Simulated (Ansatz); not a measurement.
Relaxed Au (fcc, Cu type):

```
Au
1.0
    4.12408     0.00000     0.00000
    0.00000     4.12408     0.00000
    0.00000     0.00000     4.12408
Au
4
Cartesian
  0.00000   0.00000   0.00000
  2.06204   2.06204   0.00000
  2.06204   0.00000   2.06204
  0.00000   2.06204   2.06204
```

In this cell atom 3 (Au, nearest neighbour Au at 2.916 Å; its periodic images, 4.1 Å or more away, move with it) is moved by s along Cartesian z, unit vector (0.000, 0.000, 1.000); all other atoms and the cell stay fixed.

Calculation: r2SCAN (plane waves to 500 eV, PAW, scalar-relativistic; Ansatz, a first-principles code). k mesh 9×9×9 (Γ-centred), Fermi-Dirac smearing 0.05 eV. Energies are smeared free energies. With partly filled bands, energies and forces of such displacements shift with the k mesh and the smearing. On this mesh the relaxed cell isn't quite at rest: it carries a pressure of -0.1 GPa (compression positive) at the zero of the scan. Au was relaxed with its symmetry unable to fall. Spin-orbit coupling is left out, though Au is heavy. The zero of ΔE is the undisplaced structure. The last digit holds for this mesh only.

```tsv
s (Å)	ΔE (meV/cell)
-0.290	253.2
-0.232	withheld
-0.174	87.7
-0.116	38.5
-0.058	9.5
0.000	0.0
0.058	9.5
0.116	38.5
0.174	87.7
0.232	withheld
0.290	253.2
```

Question: Fit an even polynomial form (powers 2, 4) to the given rows and predict ΔE at s = -0.232.

Answer: Least squares on the 9 given rows: ΔE = (2832)·s² + (2122)·s⁴, in meV/cell with s in Å; root-mean-square residual 0.03 meV/cell. At -0.232 the fit gives 158.6 meV/cell; the calculation gives 158.6 meV/cell, the same to the digits shown. The quadratic term alone would give 152.4 meV/cell.

(A displaced cell: forces are minus the slopes of the energy, force constants its curvatures, and phonons follow from these.)
